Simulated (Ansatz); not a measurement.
Computed with Ansatz 0.2.0, DFT PBE, scalar-relativistic, plane waves, PAW. All cells share a 420 eV cutoff and Γ-centred k meshes spaced at most about 0.3 Å⁻¹ (about 0.25 or finer for metals, 2π included). No spin polarisation in the final relaxations.

Temperature and zero-point effects are left out. All come from trial cells, and lower structures may exist.

**Question.** Which of these relaxed structures of Sc₃B₂N is the lowest in energy?
1.

```cif
data_structure
_symmetry_space_group_name_H-M 'P4mm'
_symmetry_Int_Tables_number 99
_cell_length_a 3.2972
_cell_length_b 3.2972
_cell_length_c 7.6791
_cell_angle_alpha 90.000
_cell_angle_beta 90.000
_cell_angle_gamma 90.000
_cell_volume 83.48
loop_
_atom_site_label
_atom_site_type_symbol
_atom_site_symmetry_multiplicity
_atom_site_Wyckoff_symbol
_atom_site_fract_x
_atom_site_fract_y
_atom_site_fract_z
_atom_site_occupancy
Sc1 Sc 1 a 0.00000 0.00000 0.63744 1
Sc2 Sc 1 a 0.00000 0.00000 0.25866 1
Sc3 Sc 1 b 0.50000 0.50000 0.96988 1
B1 B 1 a 0.00000 0.00000 0.93464 1
B2 B 1 b 0.50000 0.50000 0.44346 1
N1 N 1 b 0.50000 0.50000 0.25591 1
```

2.

```cif
data_structure
_symmetry_space_group_name_H-M 'P-6m2'
_symmetry_Int_Tables_number 187
_cell_length_a 6.4830
_cell_length_b 6.4830
_cell_length_c 2.8234
_cell_angle_alpha 90.000
_cell_angle_beta 90.000
_cell_angle_gamma 120.000
_cell_volume 102.77
loop_
_atom_site_label
_atom_site_type_symbol
_atom_site_symmetry_multiplicity
_atom_site_Wyckoff_symbol
_atom_site_fract_x
_atom_site_fract_y
_atom_site_fract_z
_atom_site_occupancy
Sc1 Sc 3 j 0.16347 0.83653 0.00000 1
B1 B 1 e 0.66667 0.33333 0.00000 1
B2 B 1 b 0.00000 0.00000 0.50000 1
N1 N 1 f 0.66667 0.33333 0.50000 1
```

3.

```cif
data_structure
_symmetry_space_group_name_H-M 'I4/mmm'
_symmetry_Int_Tables_number 139
_cell_length_a 5.0528
_cell_length_b 5.0528
_cell_length_c 7.4685
_cell_angle_alpha 90.000
_cell_angle_beta 90.000
_cell_angle_gamma 90.000
_cell_volume 190.67
loop_
_atom_site_label
_atom_site_type_symbol
_atom_site_symmetry_multiplicity
_atom_site_Wyckoff_symbol
_atom_site_fract_x
_atom_site_fract_y
_atom_site_fract_z
_atom_site_occupancy
Sc1 Sc 4 d 0.00000 0.50000 0.25000 1
Sc2 Sc 2 b 0.50000 0.50000 0.00000 1
B1 B 4 e 0.50000 0.50000 0.31459 1
N1 N 2 a 0.00000 0.00000 0.00000 1
```

**Answer.** 1. It has space group P4mm (No. 99); the next, 3, with space group I4/mmm (No. 139), lies 0.59 eV/atom higher. Counting B or N atoms around Sc (for each partner element, those within 1.25 times its shortest distance or 1.15 times the sum of covalent radii, where it is the nearest in units of that sum or under 1.3; a plus sign parts groups by distance over the sum of covalent radii; a slash parts the counts of unlike sites), the lowest has Sc 1+4/5/9 and the next has Sc 2/4.

Cells relaxed within their symmetry can be saddle points. Some types were kept out of the candidates beforehand, so the set may lack a known form.
